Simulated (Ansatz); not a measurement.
Rb2LiScF6:
```yaml
crystal:
  lattice:
    - [0.00000, 4.15349, 4.15349]
    - [4.15349, 0.00000, 4.15349]
    - [4.15349, 4.15349, 0.00000]
  atoms:
    - { symbol: Rb, position: [0.25000, 0.25000, 0.25000] }
    - { symbol: Rb, position: [0.75000, 0.75000, 0.75000] }
    - { symbol: Li, position: [0.50000, 0.50000, 0.50000] }
    - { symbol: Sc, position: [0.00000, 0.00000, 0.00000] }
    - { symbol: F, position: [0.24380, 0.24380, 0.75620] }
    - { symbol: F, position: [0.75620, 0.75620, 0.24380] }
    - { symbol: F, position: [0.75620, 0.24380, 0.24380] }
    - { symbol: F, position: [0.24380, 0.75620, 0.75620] }
    - { symbol: F, position: [0.24380, 0.75620, 0.24380] }
    - { symbol: F, position: [0.75620, 0.24380, 0.75620] }
```

Relaxed with r²SCAN.

Map the valence electron density (e/Å³), cut off at 2 on the plane through (0.250, 0.250, 0.250) spanned by u = [1, 0, 0] and v = [-1, 1, 1] in lattice vectors, from r²SCAN (plane waves, PAW; program Ansatz).

x is the fraction of u, y of v (the angle between them is 90°; rows are the nearest grid lines); atoms in the plane: Rb at (0.00, 0.00), Rb at (0.00, 0.50), Li at (0.50, 0.25), Sc at (0.50, 0.75), F at (0.50, 0.99), F at (0.50, 0.51).
```
y \ x   0.000  0.103  0.172  0.276  0.379  0.448  0.552  0.621  0.724  0.828  0.897   1.00
------  -----  -----  -----  -----  -----  -----  -----  -----  -----  -----  -----  -----
1.00    0.810   1.97  0.574  0.084   1.08   2.00   2.00   1.08  0.085  0.574   1.97  0.810
0.925    1.93   1.01  0.263  0.058  0.418   1.67   1.67  0.418  0.058  0.263   1.01   1.93
0.850   0.198  0.108  0.055  0.048  0.184  0.688  0.688  0.184  0.048  0.055  0.108  0.198
0.775   0.018  0.028  0.049  0.098   1.53   2.00   2.00   1.53  0.098  0.049  0.028  0.018
0.700   0.032  0.033  0.046  0.080  0.898   2.00   2.00  0.898  0.080  0.046  0.033  0.032
0.625   0.513  0.246  0.086  0.044  0.157  0.405  0.405  0.157  0.044  0.086  0.246  0.513
0.550    2.00   1.53  0.403  0.073  0.714   2.00   2.00  0.714  0.073  0.403   1.53   2.00
0.450    2.00   1.52  0.398  0.061  0.512   2.00   2.00  0.512  0.061  0.399   1.52   2.00
0.375   0.513  0.242  0.080  0.027  0.065  0.139  0.139  0.065  0.027  0.080  0.242  0.513
0.300   0.032  0.030  0.033  0.037  0.050  0.862  0.868  0.048  0.037  0.033  0.030  0.032
0.225   0.018  0.024  0.035  0.042  0.073   2.00   2.00  0.074  0.042  0.035  0.024  0.018
0.150   0.198  0.105  0.047  0.026  0.040  0.075  0.075  0.040  0.026  0.047  0.105  0.198
0.0750   1.93   1.00  0.258  0.045  0.260  0.930  0.928  0.261  0.045  0.258   1.00   1.93
0.000   0.810   1.97  0.574  0.084   1.08   2.00   2.00   1.08  0.085  0.574   1.97  0.810
```

The density is the valence pseudo-density with augmentation charge, so density and ELF within about 1 Å of a nucleus are not all-electron values.

Space group Fm-3m. The workflow started from a Materials Project entry (that database holds measured and hypothetical structures alike); the Crystallography Open Database copy checked does not list it. Whether it is the stable phase at ambient conditions was not checked. Symmetry was held in the r²SCAN relaxation; whether a distortion lowers the energy is not shown. No spin polarisation was allowed.

Potentials: the later of the program's two PAW sets.
